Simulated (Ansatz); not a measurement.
# CdS with iodine replacing S: gradients before and after relaxing the atoms

Start: a supercell of CdS (wurtzite type, P6_3mc) built from a computed structure from the Materials Project (it need not be an observed phase), with all atoms left at the host's positions.

Space group P3m1 (No. 156); a = 8.3377, c = 13.5592 Å, γ = 120.00°.

```
site  Wyckoff  site symmetry       x       y       z
 Cd1       1a            3m.  0.0000  0.0000  0.2501
 Cd2       1a            3m.  0.0000  0.0000  0.7501
 Cd3       3d            .m.  0.0000  0.5000  0.2501
 Cd4       3d            .m.  0.0000  0.5000  0.7501
 Cd9       3d            .m.  0.8333  0.1667  0.0001
Cd10       3d            .m.  0.8333  0.1667  0.5001
Cd15       1b            3m.  0.3333  0.6667  0.0001
Cd16       1b            3m.  0.3333  0.6667  0.5001
   I       1a            3m.  0.0000  0.0000  0.4384
 S18       1a            3m.  0.0000  0.0000  0.9384
 S19       3d            .m.  0.0000  0.5000  0.4384
 S20       3d            .m.  0.0000  0.5000  0.9384
 S25       3d            .m.  0.8333  0.1667  0.1884
 S26       3d            .m.  0.8333  0.1667  0.6884
 S31       1b            3m.  0.3333  0.6667  0.1884
 S32       1b            3m.  0.3333  0.6667  0.6884
```

One atom of each set is listed.

Computed with Ansatz: DFT, PBE, plane waves and PAW, scalar-relativistic, 420 eV cutoff, Γ-centred 3×3×2 k-points, Fermi–Dirac smearing 0.01 eV, cell charge +1.

The largest force at the start is 3.0 eV/Å. Relaxing the ions at fixed cell moves them by 0.551 Å at most (atom 1, Cd) and 0.145 Å rms.

```csv
site,moved (Å),first shell before,first shell after,V_zz before (10²¹ V/m²),η before
Cd1,0.551,"3 S at 2.55 Å, 1 I at 2.55 Å","3 S at 2.49 Å, 1 I at 3.00 Å",4.51,0.00
Cd3,0.028,4 S at 2.55 Å,4 S at 2.52–2.56 Å,1.20,0.38
Cd9,0.064,4 S at 2.55 Å,4 S at 2.52–2.56 Å,1.37,0.04
Cd10,0.309,"3 S at 2.55 Å, 1 I at 2.55 Å","3 S at 2.49–2.51 Å, 1 I at 2.89 Å",3.49,0.39
Cd15,0.038,4 S at 2.55 Å,4 S at 2.53–2.55 Å,0.79,0.00
I,0.105,4 Cd at 2.55 Å,4 Cd at 2.89–3.00 Å,-2.30,0.00
S18,0.031,4 Cd at 2.55 Å,4 Cd at 2.54–2.55 Å,0.61,0.00
S19,0.030,4 Cd at 2.55 Å,4 Cd at 2.51–2.56 Å,2.01,0.59
S20,0.030,4 Cd at 2.55 Å,4 Cd at 2.52–2.53 Å,0.58,0.23
S25,0.076,4 Cd at 2.55 Å,4 Cd at 2.49–2.56 Å,1.31,0.22
S26,0.073,4 Cd at 2.55 Å,4 Cd at 2.49–2.55 Å,1.79,0.27
S32,0.019,4 Cd at 2.55 Å,4 Cd at 2.51–2.54 Å,0.53,0.00
```

**Question.** How do the gradients change?

**Answer.** 

| site | V_zz after | η after | change of V_zz |
| --- | --- | --- | --- |
| Cd1 | 16.81 | 0.00 | +12.30 |
| Cd3 | 1.72 | 0.84 | +0.52 |
| Cd9 | -1.97 | 0.90 | – |
| Cd10 | 12.59 | 0.12 | +9.10 |
| Cd15 | 0.29 | 0.00 | -0.50 |
| I | -1.24 | 0.00 | +1.06 |
| S18 | 0.46 | 0.00 | -0.15 |
| S19 | 2.51 | 0.23 | – |
| S20 | -0.26 | 0.47 | -0.84 |
| S25 | 2.37 | 0.78 | – |
| S26 | 1.91 | 0.19 | +0.12 |
| S32 | 0.59 | 0.00 | +0.06 |

The largest change of V_zz along a kept axis is on Cd1, from 4.51 to 16.81. Where |V_zz| stays above 0.1 and the axes keep their order, η moves most on Cd3, from 0.38 to 0.84. On S26 V_xx and V_yy change places (or their axes turn by over 50°), so the two values of η hide a larger change. V_zz changes sign on S20 (axis turned by 31°). On S19, Cd9, S25 the largest principal value lies along another axis in the second run, so the two V_zz can't be compared directly. The table leaves out 4 of the 16 sites, with |V_zz| up to 2.15; their tensors move by 1.09 at most along any direction. The statements above cover all sites. The host's own positions weren't relaxed first, so part of the change far from the defect can be the host's relaxation.

The defect repeats with the cell of 32 atoms, so it feels its images: sites between two images don't show the values beside a lone defect, and zeros or small values of η there can come from the images' arrangement. Cd and S carry a gradient in the pure host already, so the values there aren't the defect's effect alone. A uniform background compensates the cell's charge. Without spin–orbit coupling the gradients at and beside I can be off by some per cent, at some sites by more.
Before: The neighbours have not yet relaxed around the defect (largest force 3.0 eV/Å), so the values at and beside it are those of a strained start, not of the defect in a real crystal.
After: The relaxation keeps the site symmetry 3m of the start, so the impurity can move only along its axis; a start off the site could end lower.
